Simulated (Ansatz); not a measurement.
Ge: energy along a strain

Ge, Fd-3m, a = 5.658 Å (as given, not relaxed at this level: 0.7 GPa). Ansatz: r2SCAN, PAW, 500 eV, Γ-centred 10×10×10 mesh on 2 atoms, Gaussian smearing 0.05 eV; no spin polarisation. Cell vectors (Å): 0.000 2.829 2.829; 2.829 0.000 2.829; 2.829 2.829 0.000. The cell is strained by x per cent times the pattern (0 0 0 0 0 1) in the order xx yy zz yz xz xy (engineering shears), with fractional coordinates held. y is the free energy over the start, V0 = 22.636 Å³/atom. Symmetry makes y even in x.

| x (%) | y (meV/atom) |
| --- | --- |
| -2.00 | ? |
| -1.00 | 0.63 |
| 0.00 | 0.00 |
| 0.25 | 0.04 |
| 0.50 | 0.15 |
| 0.75 | 0.35 |
| 1.25 | 0.98 |
| 1.50 | 1.42 |
| 1.75 | 1.93 |

Question: Fit y = c2 x² + c4 x⁴ to the other rows, get the stiffness along the pattern, and predict the missing energy.

Answer: Least squares on the rows shown. y = 0.6258 x² + 0.001617 x⁴. The clamped-ion stiffness p·C·p = 2 × 6.258 eV × 160.2 / 22.636 Å³ = 89 GPa, which is C66 in these axes (C44 of the cubic crystal) (second derivative at the start, which stands under stress). At x = -2.00 the fit asked for gives 2.53 meV/atom. The run gave 2.53 meV/atom, the same to the digits shown.